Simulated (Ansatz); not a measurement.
**GaAs: computed property card**

GaAs:
Space group Fm-3m (No. 225); a = 5.393 Å, b = 5.393 Å, c = 5.393 Å, α = 90.00°, β = 90.00°, γ = 90.00°

```
atom  site  symmetry       x       y       z
----  ----  --------  ------  ------  ------
As      4a      m-3m  0.0000  0.0000  0.0000
Ga      4b      m-3m  0.5000  0.5000  0.5000
```
(The calculation used a cell of 2 atoms; values per cell refer to that cell.)

Space group Fm-3m (No. 225), rock salt; conventional cell a = b = c = 5.393 Å, α = β = γ = 90.00°.

Method: plane-wave PAW PBE (Ansatz code). Geometry: relaxed at this level of theory. Other levels are named where they apply.

**Cell and energy**

```json
{
 "volume_per_atom": "19.61 Å³",
 "density": "6.12 g/cm³",
 "Formation energy from the elements (no fitted shifts)": "-0.023 eV/atom"
}
```

**Electronic structure**

```json
{
  "electronic_character": "metallic (no gap)",
  "Density of states at the Fermi level": "0.56 states/eV per atom (mean over ±0.08 eV)",
  "Gap with spin–orbit coupling": "none (metallic)"
}
```

**Mechanics**

```json
{
  "Bulk modulus (Birch–Murnaghan fit)": "70.2 GPa",
  "Pressure derivative B′": "4.7"
}
```

The start of the workflow was typed in or built on a structure type; neither database checked (COD, Materials Project) lists it. It is not the phase usual at ambient conditions (space group No. 216). The PBE relaxation kept the symmetry of its start; whether a distortion lowers the energy is not shown. The volume moved by 18 % from the start of the relaxation. The references are the lowest solids computed at this level, not always the standard phases. Spin–orbit coupling is left out wherever it is not named.

Potentials: the earlier of the program's two PAW sets.
